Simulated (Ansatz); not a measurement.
## Cu: stationary points along a deformation path

All numbers below come from Ansatz, DFT PBEsol+D3(BJ), scalar-relativistic, plane waves, PAW. The runs took a 420 eV cutoff, a Γ-centred 6×30×4 mesh and Gaussian smearing (0.15 eV). No spin polarisation. Energies are free energies at this smearing, counted from the undisturbed cell; pressure is positive in compression.

Zero of the scan (relaxed at this level; this form isn't the usual structure):

```xyz
1
Lattice="11.5683 0.0000 0.0000 0.0000 2.2546 0.0000 -4.5949 0.0000 21.7432" Properties=species:S:1:pos:R:3 pbc="T T T"
Cu    3.4867    1.1273   10.8716
```

At fixed volume and fractional coordinates, lengths along (0.000, 0.000, 1.000) are scaled against those across it; ρ is that ratio over its starting value. V = 567.113 Å³/atom. Δσ is the stress along the axis less the mean stress across it (compression positive).

| ρ | ΔE (meV/atom) | Δσ (GPa) | space group |
| --- | --- | --- | --- |
| 0.850 | 44.2 | 0.21 | P2/m |
| 0.920 | 12.8 | 0.12 | P2/m |
| 0.960 | 3.4 | 0.06 | P2/m |
| 1.000 | 0.0 | 0.00 | P2/m |
| 1.050 | 4.0 | -0.08 | P2/m |
| 1.100 | 17.1 | -0.16 | P2/m |
| 1.200 | 69.5 | -0.35 | P2/m |

Problem. How does the stress give the slope of the energy, and where is the energy stationary?

Solution. Along the path d ln(length) is 2/3 d ln ρ on the axis and −1/3 d ln ρ across it, so dE/d ln ρ = −(2/3) V Δσ: the energy falls with ρ where Δσ is positive. Δσ vanishes or changes sign at ρ = 1.000 (P2/m), a minimum at 0.0 meV/atom. Pairs of stationary points between two samples would go unseen, and could change a minimum read from distant neighbours into a maximum.

Problem. Integrate that slope from ρ = 1 to 0.850 by the trapezoid rule.

Solution. With V/N in Å³ and 1 eV/Å³ = 160.2 GPa the slopes at ρ = 1.000, 0.960, 0.920, 0.850 are -11, -153, -287, -498 meV/atom per unit of ln ρ. The steps add 3.3 + 9.4 + 31.0 = 43.8 meV/atom, against 44.2 from the energies; the trapezoid rule misses the curvature of the slope within each step.

In a metal these slopes depend on the k mesh and the smearing.

Cost: 7 runs of about 6.1 core-minutes in all, on Intel Xeon 6975P-C (Granite Rapids) (shared hosts).